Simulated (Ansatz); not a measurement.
SnPt$_{3}$C:
```yaml
crystal:
  lattice:
    - [4.23394, 0.00000, 0.00000]
    - [0.00000, 4.23394, 0.00000]
    - [0.00000, 0.00000, 4.23394]
  atoms:
    - { symbol: Sn, position: [0.00000, 0.00000, 0.00000] }
    - { symbol: Pt, position: [0.00000, 0.50000, 0.50000] }
    - { symbol: Pt, position: [0.50000, 0.00000, 0.50000] }
    - { symbol: Pt, position: [0.50000, 0.50000, 0.00000] }
    - { symbol: C, position: [0.50000, 0.50000, 0.50000] }
```

Relaxed with PBEsol. Special points in fractions of this cell's reciprocal vectors: Γ (0.000, 0.000, 0.000); X (0.000, 0.500, 0.000); M (0.500, 0.500, 0.000); R (0.500, 0.500, 0.500).

Task: List the band energies nearest the Fermi level at these points for the program Ansatz at the PBEsol with spin–orbit coupling level (PAW).

Result: In eV from the Fermi level; about four levels below and three above (degenerate sets whole), none deeper than 8.9 eV; points with the same levels are listed once.

```csv
k,below,above
Γ,-0.62 -0.62 -0.62 -0.62,0.03 0.03 0.83 0.83 0.83 0.83
X,-0.49 -0.49 -0.08 -0.08,0.26 0.26 2.81 2.81
M,-0.72 -0.72 -0.26 -0.26,1.07 1.07 2.05 2.05
R,-0.95 -0.95 -0.95 -0.95,0.09 0.09 1.04 1.04
```

Space group Pm-3m (anti-perovskite). The start of the workflow was typed in or built on a structure type; neither database checked (COD, Materials Project) lists it. Its standing as an ambient phase is unchecked. Symmetry was held in the PBEsol relaxation. At this level the phase is dynamically unstable (imaginary phonons). The run is not spin-polarised. Its formation energy is positive at this level, so the cell may be metastable or incomplete.

Potentials: the earlier of the program's two PAW sets. The files were generated under PBE; for other functionals the program regenerates the frozen cores, and for LDA and PBEsol the local potential too.
